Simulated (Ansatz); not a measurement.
CdS:
```yaml
crystal:
  lattice:
    - [4.19660, 0.00000, 0.00000]
    - [-2.09830, 3.63437, 0.00000]
    - [0.00000, 0.00000, 6.82843]
  atoms:
    - { symbol: Cd, position: [0.66667, 0.33333, 0.00089] }
    - { symbol: Cd, position: [0.33333, 0.66667, 0.50089] }
    - { symbol: S, position: [0.66667, 0.33333, 0.62431] }
    - { symbol: S, position: [0.33333, 0.66667, 0.12431] }
```

Relaxed with PBE.

**Question.** Give the optical modes at the zone centre with their infrared and Raman activity from DFPT, PBE in the plane-wave PAW code Ansatz.

**Answer.** Transverse frequencies, without the LO–TO term; a row sums one degenerate level.

```tsv
ω (cm⁻¹)	degeneracy	IR ((D/Å)²/amu)	Raman (Å⁴/amu)	activity	symmetry
43	2	0.00	0.79	Raman	E2
129	1	0.00	0	silent	B1
212	1	9.55	20	IR+Raman	A1
219	2	17.54	12	IR+Raman	E1
231	2	0.00	12	Raman	E2
280	1	0.00	0	silent	B1
```

**Question.** How high does the top mode go among those that the LO–TO term moves?

**Answer.** 279 cm⁻¹ for q along x, 279 cm⁻¹ for q along y, 276 cm⁻¹ for q along z.

Space group P6_3mc (wurtzite). Symmetry was held in the PBE relaxation; phonons on a q-mesh show no instability.

Potentials: the later of the program's two PAW sets.
